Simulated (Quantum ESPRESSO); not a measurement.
**Computed NMR tensors in Na2S**

```
CELL_PARAMETERS angstrom
      0.00000     3.24915     3.24915
      3.24915     0.00000     3.24915
      3.24915     3.24915     0.00000
ATOMIC_POSITIONS crystal
  Na 0.25000 0.25000 0.25000
  Na 0.75000 0.75000 0.75000
  S  0.00000 0.00000 0.00000
```
The geometry is a computed Materials Project entry, not a measured one. It is Na2S in Fm-3m; whether this form has been observed was not checked. Stability against distortions was not tested.

Computed: shieldings by PBE GIPAW (a modified build of Quantum ESPRESSO, JTH PAW datasets), 30 Ha, k-mesh 5×5×5 shifted, f-sum rule met within 0.006 %.

```
site             site symmetry  σ_iso (ppm)
---------------  -------------  -----------
Na (atoms 1, 2)           -43m          493
S (atom 3)                m-3m          781
```

Shieldings are absolute and leave out the bulk-susceptibility term; a larger σ means a smaller chemical shift. By our sweeps, such settings leave a few ppm in absolute σ. The datasets of Na, S hold no d projectors, which limits absolute σ on these atoms. The structure is static (0 K, no zero-point motion).
